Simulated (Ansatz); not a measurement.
Li started on a Ga site next to Ga started in the widest void in cubic perovskite LaGaO3, 41 atoms, charge +1

Computed with Ansatz, DFT, PBEsol, PAW, plane waves.

Command:

```sh
ansatz run in.yaml --threads 8 --pin off --max-ram 13300MiB --runs-dir r --events-out ev --progress --plain
```

The input less its lattice and atoms:

```yaml
crystal:
  symmetry: { detect: false }
kpoints:
  mp_grid: { grid: [1, 1, 1], shift: [0.25, 0.25, 0.25] }
hamiltonian:
  xc: pbesol
total_charge: 1
scf:
  occupations: { method: fermi_dirac, width: 0.01 }
relax:
  f_tol: 0.03
  max_steps: 80
  escape_saddle: false
  adjacent_minimum: "off"
output:
  forces: true
  eigenvalues: true
  populations: true
  charged_corrections: { epsilon: 27 }
```

Start:

```
La Li Ga O
1.0
     7.72931    0.00000    0.00000
     0.00000    7.72931    0.00000
     0.00000    0.00000    7.72931
La Li Ga O
8 1 8 24
Direct
  0.00317 0.00462 0.00172
  0.00217 0.00016 0.49669
  0.99712 0.50106 0.00044
  0.99826 0.49625 0.49935
  0.50312 0.00423 0.99574
  0.50530 0.99470 0.49796
  0.49763 0.49922 0.00331
  0.49787 0.49521 0.50635
  0.25099 0.25262 0.25305
  0.25220 0.24884 0.75085
  0.24916 0.74618 0.24741
  0.25002 0.75136 0.74814
  0.75338 0.25067 0.25110
  0.74853 0.25092 0.74981
  0.75256 0.74943 0.24902
  0.75109 0.75261 0.75190
  0.99182 0.24816 0.99980
  0.25021 0.24984 0.00129
  0.24892 0.25045 0.50213
  0.24671 0.75021 0.99814
  0.25216 0.74807 0.49907
  0.74655 0.25614 0.99939
  0.74918 0.24496 0.49855
  0.74746 0.74726 0.00027
  0.74683 0.74664 0.49539
  0.99937 0.25551 0.25164
  0.99680 0.25192 0.74743
  0.99805 0.74779 0.24716
  0.99639 0.74600 0.74803
  0.50377 0.25126 0.24586
  0.49821 0.25076 0.74714
  0.50501 0.74678 0.25196
  0.49741 0.75007 0.74628
  0.24899 0.99921 0.24991
  0.25107 0.00020 0.74865
  0.24889 0.50093 0.25194
  0.24740 0.50845 0.75164
  0.74542 0.99978 0.24668
  0.75363 0.00083 0.75185
  0.75352 0.50078 0.25030
  0.75246 0.49711 0.74635
```

Steps:

```json
{"step": "start", "energy less the first (eV)": "0.000", "largest force component (eV/Å)": "29.549"}
{"step": "1", "energy less the first (eV)": "-7.956", "largest force component (eV/Å)": "14.191"}
{"step": "2", "energy less the first (eV)": "-12.497", "largest force component (eV/Å)": "5.278"}
{"step": "3", "energy less the first (eV)": "-13.532", "largest force component (eV/Å)": "2.995"}
{"step": "4", "energy less the first (eV)": "-14.024", "largest force component (eV/Å)": "1.349"}
{"step": "5", "energy less the first (eV)": "-14.938", "largest force component (eV/Å)": "1.124"}
{"step": "6", "energy less the first (eV)": "-15.724", "largest force component (eV/Å)": "0.677"}
{"step": "7", "energy less the first (eV)": "-16.358", "largest force component (eV/Å)": "0.897"}
{"step": "8", "energy less the first (eV)": "-16.949", "largest force component (eV/Å)": "0.649"}
{"step": "9", "energy less the first (eV)": "-17.272", "largest force component (eV/Å)": "0.482"}
{"step": "10", "energy less the first (eV)": "-17.392", "largest force component (eV/Å)": "0.578"}
{"step": "11", "energy less the first (eV)": "-17.490", "largest force component (eV/Å)": "0.414"}
{"step": "12", "energy less the first (eV)": "-17.664", "largest force component (eV/Å)": "0.414"}
{"step": "13", "energy less the first (eV)": "-17.909", "largest force component (eV/Å)": "0.527"}
{"step": "14", "energy less the first (eV)": "-18.330", "largest force component (eV/Å)": "0.554"}
{"step": "15", "energy less the first (eV)": "-18.668", "largest force component (eV/Å)": "0.484"}
{"step": "16", "energy less the first (eV)": "-18.811", "largest force component (eV/Å)": "0.447"}
{"step": "17", "energy less the first (eV)": "-18.858", "largest force component (eV/Å)": "0.172"}
{"step": "18", "energy less the first (eV)": "-18.876", "largest force component (eV/Å)": "0.118"}
{"step": "19", "energy less the first (eV)": "-18.880", "largest force component (eV/Å)": "0.024"}
{"step": "20", "energy less the first (eV)": "-18.880", "largest force component (eV/Å)": "0.024"}
```

A structure on the way, about -17.39 eV from the start:

```
La Li Ga O
1.0
     7.72931    0.00000    0.00000
     0.00000    7.72931    0.00000
     0.00000    0.00000    7.72931
La Li Ga O
8 1 8 24
Cartesian
  7.3562 7.5674 7.6773
  0.1435 7.6748 3.8157
  7.4792 4.4779 7.4383
  0.1046 3.6826 3.7912
  3.6818 7.5107 0.0139
  3.9459 0.1971 3.7993
  3.6591 3.7594 0.0149
  3.9204 3.8451 3.8518
  2.2445 1.7273 2.2067
  1.9892 1.8829 5.7380
  1.8506 5.8003 1.9100
  1.9252 5.7711 5.6862
  5.7927 1.9685 1.9508
  5.8702 1.9738 5.8207
  5.6820 5.7814 1.9708
  5.6318 5.8651 5.6392
  0.6916 2.2574 0.6189
  2.1464 1.5347 7.6526
  2.0052 2.2340 3.9180
  1.7394 6.1058 7.6603
  1.8410 5.2896 3.7898
  6.2926 2.3319 0.0901
  5.9618 1.6466 3.9088
  5.5915 5.6717 7.6843
  5.6309 6.2367 3.8134
  7.7143 1.5057 2.0560
  0.0796 1.6758 5.9893
  7.6360 6.0645 1.8907
  7.6354 6.0887 5.6980
  3.9612 2.2132 1.9705
  3.9588 2.2199 5.8293
  3.7437 5.3761 1.8164
  3.7933 5.4881 5.8255
  2.2030 7.6144 2.2587
  2.1616 7.6626 5.3608
  1.4397 3.7799 1.4007
  1.6831 3.8512 6.1483
  5.4614 7.7267 1.5883
  5.5080 0.0534 6.1320
  6.0350 3.9122 2.2776
  6.0374 3.9295 5.4556
```

End:

```xyz
41
Lattice="7.7293 0.0000 0.0000 0.0000 7.7293 0.0000 0.0000 0.0000 7.7293" Properties=species:S:1:pos:R:3 pbc="T T T"
La    7.4875    7.6113    7.5277
La    0.1350    7.5553    3.8118
La    7.4915    4.3556    7.5509
La    0.0723    3.7286    3.8956
La    3.7260    0.0751    0.0106
La    3.8833    7.5938    3.8557
La    3.6478    3.9622    7.6848
La    3.9553    3.8499    3.8005
Li    2.5843    1.7416    2.3489
Ga    1.9071    1.9164    5.7352
Ga    1.8726    5.8420    1.8785
Ga    1.9147    5.7673    5.7164
Ga    5.7497    1.9526    1.9312
Ga    5.7669    1.9237    5.6758
Ga    5.7267    5.8164    1.9139
Ga    5.6674    5.8191    5.6895
Ga    0.7664    2.1937    1.1252
O     1.6975    1.3738    7.5812
O     2.2398    2.3230    3.9508
O     1.9765    6.0449    7.6602
O     1.7129    5.4342    3.7844
O     6.7301    2.1515    0.1867
O     5.2749    1.7695    3.8224
O     5.5288    5.6568    7.6472
O     5.8512    6.0982    3.8199
O     7.5927    1.7121    2.5673
O     7.6644    1.6734    5.3982
O     7.6708    6.0818    1.6800
O     7.6539    5.9887    5.7808
O     3.9849    2.2022    1.4100
O     3.9083    2.0994    6.2205
O     3.7849    5.5065    2.0165
O     3.7980    5.5608    5.5354
O     2.1441    7.7137    2.2248
O     2.0832    7.6815    5.4101
O     1.5537    3.7837    1.5092
O     1.6518    3.8449    6.1335
O     5.5321    0.0101    1.6083
O     5.5493    0.0303    6.0520
O     6.0659    3.9188    2.1576
O     5.9540    3.8616    5.5789
```

The run converged.

Time: 83 s of wall time on 8 threads of a Platinum 8259CL processor, on a host shared with other runs; peak host memory 1.1 GiB.

(1) How much energy did the relaxation gain, and which atom moved most?

The one k point has no symmetry partners, which can distort the end along one axis.

Results:

(1) 18.88 eV in 20 steps, from a start with small random displacements (neighbours that lie too close to an added atom are first pushed off) (the gain also holds any tilting of the ideal host); atom 17 (Ga) moved 1.43 Å, the median atom 0.34 Å (drift of the whole cell removed).
